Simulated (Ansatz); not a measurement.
# From the elastic tensor of MgO to moduli and sound speeds

Level of theory: DFT PBE0, scalar-relativistic, plane waves, PAW in Ansatz. Cutoff 420 eV, 8×8×8 k-points (Γ-centred), fixed occupations. No spin polarisation.

Symmetry: Fm-3m, No. 225, cubic system. The conventional cell has a = 4.202 Å, b = 4.202 Å, c = 4.202 Å, α = 90.00°, β = 90.00°, γ = 90.00°. Mg (site symmetry m-3m) is surrounded by 6 O at 2.10 Å. Around O (site symmetry m-3m) lie 6 Mg at 2.10 Å.

The cell is the ideal cubic rocksalt prototype.

Relaxed-ion constants (GPa, on the Cartesian axes of the calculation):
C11 = 305.9, C12 = 97.1, C13 = 97.1, C22 = 305.9, C23 = 97.1, C33 = 305.9, C44 = 155.6, C55 = 155.6, C66 = 155.6 GPa; the others vanish.

Density 3.608 g/cm³; 2 atoms in 18.55 Å³.

The values that follow are for a polycrystal of randomly turned grains, by Hill's mean where one number stands.

* Bulk modulus, Voigt / Reuss / Hill: 166.7 / 166.7 / 166.7 GPa
* Shear modulus, Voigt / Reuss / Hill: 135.1 / 130.1 / 132.6 GPa
* Young's modulus: 314 GPa
* Poisson ratio: 0.186
* Pugh ratio B/G: 1.26
* Universal anisotropy index: 0.19
* Longitudinal and transverse sound speeds: 9758 and 6063 m/s
* Debye temperature from the mean sound speed: 947 K

Cost: 1 run of about 1.4 core-minutes, on Intel Xeon 6975P-C (Granite Rapids) (shared hosts).